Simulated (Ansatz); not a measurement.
ZrB2:
```cif
data_B2Zr
_chemical_formula_sum 'Zr1 B2'
_space_group_name_H-M_alt 'P 1'
_space_group_IT_number 1
_cell_length_a 3.15493
_cell_length_b 3.15493
_cell_length_c 3.50653
_cell_angle_alpha 90.000
_cell_angle_beta 90.000
_cell_angle_gamma 120.000
loop_
_space_group_symop_operation_xyz
  'x, y, z'
loop_
_atom_site_label
_atom_site_type_symbol
_atom_site_fract_x
_atom_site_fract_y
_atom_site_fract_z
_atom_site_occupancy
Zr1 Zr 0.00000 0.00000 0.00000 1
B1 B 0.33333 0.66667 0.50000 1
B2 B 0.66667 0.33333 0.50000 1
```

Relaxed with plane-wave PAW PBEsol (Ansatz code). Indices refer to the conventional cell of P6/mmm, a = 3.1549 Å, b = 3.1549 Å, c = 3.5065 Å, α = 90.00°, β = 90.00°, γ = 120.00°.

Simulate the powder diffraction pattern (Cu Kα, λ = 1.54184 Å; lines above 1 %) up to 2θ = 90°.

Simulated powder pattern, Cu Kα, λ = 1.54184 Å (kinematic, ideal powder, no thermal factors, no anomalous dispersion; the 30 strongest lines at most, above 1 %, up to 2θ = 90°):

```json
[
 {"2θ (°)": "25.40", "d (Å)": "3.507", "I/Imax (%)": "35", "hkl": "(0001)"},
 {"2θ (°)": "32.78", "d (Å)": "2.732", "I/Imax (%)": "70", "hkl": "(1 0 -1 0)"},
 {"2θ (°)": "41.92", "d (Å)": "2.155", "I/Imax (%)": "100", "hkl": "(1 0 -1 1)"},
 {"2θ (°)": "52.17", "d (Å)": "1.753", "I/Imax (%)": "9.8", "hkl": "(0002)"},
 {"2θ (°)": "58.51", "d (Å)": "1.577", "I/Imax (%)": "21", "hkl": "(1 1 -2 0)"},
 {"2θ (°)": "62.99", "d (Å)": "1.476", "I/Imax (%)": "22", "hkl": "(1 0 -1 2)"},
 {"2θ (°)": "64.81", "d (Å)": "1.439", "I/Imax (%)": "17", "hkl": "(1 1 -2 1)"},
 {"2θ (°)": "68.71", "d (Å)": "1.366", "I/Imax (%)": "8.3", "hkl": "(2 0 -2 0)"},
 {"2θ (°)": "74.55", "d (Å)": "1.273", "I/Imax (%)": "18", "hkl": "(2 0 -2 1)"},
 {"2θ (°)": "82.20", "d (Å)": "1.173", "I/Imax (%)": "16", "hkl": "(1 1 -2 2)"},
 {"2θ (°)": "82.53", "d (Å)": "1.169", "I/Imax (%)": "1.4", "hkl": "(0003)"}
]
```

The PBEsol relaxation kept the symmetry of its start; of distortions, only those at the zone centre were tested. No spin polarisation was allowed.

Potentials: the later of the program's two PAW sets.
